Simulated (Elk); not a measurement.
An Elk run on YTe with settings drawn from a wide range, so not all are converged; totals and levels move with the basis, and no second program has checked them. These are results of Elk 11.2.3 with local patches, DFT, LDA (Perdew-Zunger), all-electron APW+lo, Dirac cores, scalar-relativistic bands with second-variational spin-orbit coupling, not measurements. Elk's input is in atomic units.

Command: `OMP_NUM_THREADS=1 elk`

```
tasks
  0
  110
  115
  21

xctype
  2

rgkmax
  5.5

gmaxvr
  18

lmaxapw
  12

lmaxo
  6

lmaxi
  2

nrmtscf
  1

nempty
  12

epspot
  1e-05

epsengy
  0.0001

maxscl
  60

swidth
  0.008

stype
  3

lradstp
  2

mixtype
  3

hmaxvr
  4

tforce
  .true.

spinorb
  .true.

sppath
  './'

avec
  0.00000000000 5.66712590906 5.66712590906
  5.66712590906 0.00000000000 5.66712590906
  5.66712590906 5.66712590906 0.00000000000

atoms
  2
  'Y.in'
  1
  0.500000000000 0.500000000000 0.500000000000   0.000 0.000 0.000
  'Te.in'
  1
  0.000000000000 0.000000000000 0.000000000000   0.000 0.000 0.000

ngridk
  9 9 9

plot1d
  8 30
  0.0000000000 0.0000000000 0.0000000000
  0.5000000000 0.0000000000 0.5000000000
  0.6250000000 0.2500000000 0.6250000000
  0.3750000000 0.3750000000 0.7500000000
  0.0000000000 0.0000000000 0.0000000000
  0.5000000000 0.5000000000 0.5000000000
  0.5000000000 0.2500000000 0.7500000000
  0.5000000000 0.0000000000 0.5000000000
```

Muffin-tin radii in the species files: Y 2.34, Te 2.34 bohr.

The cell comes from COD entry 1539910, which wasn't checked; take it as a given geometry. It is an old determination, and later ones may differ. The listed cell was then made from it by scaling, straining or moving an atom.

Task: What does the run give?

Result: It refused before any iteration.
```
Error(init0): requested spin-polarised run with spin-unpolarised
 exchange-correlation functional
```
